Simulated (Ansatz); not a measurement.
# AlGa2: zone-centre modes

These are results of Ansatz 0.2.0, DFT PBE, scalar-relativistic, plane waves, PAW, not measurements. Plane waves to 420 eV; Γ-centred k mesh 12×12×4; Fermi-Dirac smearing of 0.15 eV. No spin polarisation. Phonons by linear response, acoustic sum rule imposed.

Relaxed structure:
```xyz
6
Lattice="2.9430 0.0000 0.0000 -1.4715 2.5487 0.0000 0.0000 0.0000 14.3718" Properties=species:S:1:pos:R:3 pbc="T T T"
Al    0.0000    0.0000    0.0000
Al    0.0000    0.0000    7.1859
Ga    0.0000    1.6991   12.1043
Ga    0.0000    1.6991    9.4534
Ga    1.4715    0.8496    2.2675
Ga    1.4715    0.8496    4.9184
```

The structure comes from a generated guess, relaxed at this level; another structure or a mixture of phases may lie lower. In a metal, frequencies depend on the k mesh and the smearing, soft modes most.

Optical modes at Γ:
```tsv
frequency (THz)	degeneracy
0.91	2
1.38	2
1.45	2
2.76	2
2.87	1
2.88	2
3.39	1
5.28	1
6.95	1
7.53	1
```

All 15 optical modes at Γ are real: no displacement of atoms at fixed cell lowers the energy to second order. Strains and modes at other wave vectors aren't tested by this run.
